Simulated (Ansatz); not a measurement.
Computed with DFT PBE, scalar-relativistic, plane waves, PAW in Ansatz. Several structures of Al3RuN from a search were relaxed, and the powder pattern of one of them was computed from 10° to 70° in 2θ (λ = 1.5406 Å).

Cu Kα1 powder pattern (kinematic, no thermal factors).
2θ (°) (relative intensity): 17.68 (78), 21.09 (38), 27.65 (74), 33.33 (89), 35.79 (12), 36.67 (4), 37.40 (13), 38.26 (21), 40.73 (10), 41.91 (62), 42.18 (100), 42.94 (48), 45.45 (64), 46.30 (16), 46.78 (13), 48.67 (4), 52.62 (37), 54.89 (3), 55.32 (5), 56.48 (16), 57.10 (7), 57.72 (2), 59.46 (21), 60.67 (3), 62.86 (17), 64.31 (6), 64.89 (1), 65.28 (3), 65.86 (5), 66.61 (3), 66.89 (3), 67.10 (3), 69.52 (5)

Question: Which structure gives it?
A.

Space group Pmma (No. 51). a = 6.077 Å, b = 3.027 Å, c = 6.608 Å, α = 90.00°, β = 90.00°, γ = 90.00°
| atom | site | symmetry | x | y | z |
| --- | --- | --- | --- | --- | --- |
| Al | 4j | .m. | 0.9789 | 0.5000 | 0.2047 |
| Al | 2e | mm2 | 0.7500 | 0.0000 | 0.5428 |
| Ru | 2e | mm2 | 0.2500 | 0.0000 | 0.0258 |
| N | 2d | .2/m. | 0.0000 | 0.5000 | 0.5000 |

B.

Space group Cmcm (No. 63). a = 2.954 Å, b = 10.027 Å, c = 8.417 Å, α = 90.00°, β = 90.00°, γ = 90.00°
```
atom  site  symmetry       x       y       z
  Al    4c       m2m  0.0000  0.0522  0.7500
  Al    8f       m.. 0.5000  0.1378  0.4716
  Ru    4c       m2m  0.0000  0.2399  0.2500
   N    4a     2/m.. 0.0000  0.0000  0.5000
```

C.

Space group P4mm (No. 99). a = 3.622 Å, b = 3.622 Å, c = 5.376 Å, α = 90.00°, β = 90.00°, γ = 90.00°
```tsv
atom	site	symmetry	x	y	z
Al	1a	4mm	0.0000	0.0000	0.0385
Al	2c	2mm.	0.5000	0.0000	0.5579
Ru	1b	4mm	0.5000	0.5000	0.8763
N	1a	4mm	0.0000	0.0000	0.3956
```

Answer: B. Its strongest line, at 2θ = 42.18°, has d = λ/(2 sin θ) = 2.141 Å and is the (1 3 1) reflection of the conventional Cmcm cell with a = 2.954 Å, b = 10.027 Å, c = 8.417 Å. The others have their strongest lines at 13.4° (Pmma); 29.7° (P4mm). In energy it lies 208 meV/atom above the lowest of those shown.

These are computed cells and needn't be stable.
